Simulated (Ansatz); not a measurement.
BiIrS:
```cif
data_Bi4Ir4S4
_chemical_formula_sum 'Bi4 Ir4 S4'
_space_group_name_H-M_alt 'P213'
_space_group_IT_number 198
_space_group_name_Hall 'P 2ac 2ab 3'
_cell_length_a 6.13326
_cell_length_b 6.13326
_cell_length_c 6.13326
_cell_angle_alpha 90.000
_cell_angle_beta 90.000
_cell_angle_gamma 90.000
loop_
_atom_site_label
_atom_site_type_symbol
_atom_site_symmetry_multiplicity
_atom_site_Wyckoff_symbol
_atom_site_fract_x
_atom_site_fract_y
_atom_site_fract_z
_atom_site_occupancy
Bi1 Bi 4 a 0.36957 0.36957 0.36957 1
Ir1 Ir 4 a 0.02559 0.02559 0.02559 1
S1 S 4 a 0.61773 0.61773 0.61773 1
```

Relaxed with PBEsol.

Q: Tabulate the valence density and the electron localisation function along the shortest Ir–S contact (2.42 Å), PBEsol (plane waves, PAW; program Ansatz).

A: 

| distance from Ir (Å) | density (e/Å³) | ELF |
|---|---|---|
| 0.24 | 8.90 | 0.49 |
| 0.36 | 8.12 | 0.61 |
| 0.48 | 6.49 | 0.65 |
| 0.61 | 4.48 | 0.59 |
| 0.73 | 2.68 | 0.47 |
| 0.85 | 1.47 | 0.31 |
| 0.97 | 0.88 | 0.22 |
| 1.09 | 0.66 | 0.23 |
| 1.21 | 0.60 | 0.38 |
| 1.33 | 0.64 | 0.61 |
| 1.45 | 0.76 | 0.79 |
| 1.58 | 0.94 | 0.87 |
| 1.70 | 1.12 | 0.88 |
| 1.82 | 1.23 | 0.84 |
| 1.94 | 1.16 | 0.69 |
| 2.06 | 0.89 | 0.38 |
| 2.18 | 0.48 | 0.08 |

The density is the valence pseudo-density with augmentation charge, so density and ELF within about 1 Å of a nucleus are not all-electron values.

Space group P2_13. The first step of the workflow began from a Materials Project structure, measured or hypothetical; the Crystallography Open Database copy checked does not list it. Whether it is the stable phase at ambient conditions was not checked. The cell was relaxed with PBEsol under the symmetry of its start; its stability against distortions is not shown here. No spin polarisation was allowed. Scalar-relativistic: spin–orbit coupling is off unless named, which matters more the heavier the elements.

Potentials: the later of the program's two PAW sets.
